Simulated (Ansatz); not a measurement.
## Computed properties of CuPd

```
CELL_PARAMETERS angstrom
2.98800 0.00000 0.00000
0.00000 2.98800 0.00000
0.00000 0.00000 2.98800
ATOMIC_POSITIONS crystal
Cu 0.00000 0.00000 0.00000
Pd 0.50000 0.50000 0.50000
```

Atoms are numbered in the order listed.

The cell comes from COD entry 9008813, which wasn't checked; take it as a given geometry.

Spin polarisation is left out, and whether a magnetic state lies lower isn't shown here.

Methods: DFT, PBEsol, all-electron LAPW, scalar-relativistic (Ansatz 0.2.0); DFT, PBEsol, PAW with Ansatz's default frozen-core files, scalar-relativistic (Ansatz 0.2.0).

For LAPW: a Γ-centred 14×14×14 k mesh, Fermi–Dirac smearing of 0.05 eV, basis error target 0.25 meV/atom, no spin polarisation. PAW takes a cutoff of 420 eV at this cell (files made with PBE, cores remade for this functional). The Ansatz runs share mesh, smearing and spin set-up. Values come from LAPW unless marked.

```yaml
Pressure_at_this_cell: -46.0 kbar
Density_of_states_at_the_Fermi_level_0.2_eV_bin: 1.04 states/eV per cell
Volume_per_atom: 13.34 Å³
```

(1) Give the computed value. Band gap.

(2) Give the computed value. Löwdin charges (with 0.40 e of the cell spilling out of the atomic basis, so their sizes and signs hang on that basis).

(3) Predict this quantity. Bader charges (from the PAW run).

Answers

(1) none: with an odd electron count and no spin polarisation the bands can't all be full, a metal in this set-up (spin order or a larger cell could open a gap).

(2) Cu1 -0.06, Pd2 0.46 e.

(3) Cu1 +0.24, Pd2 -0.24 e.
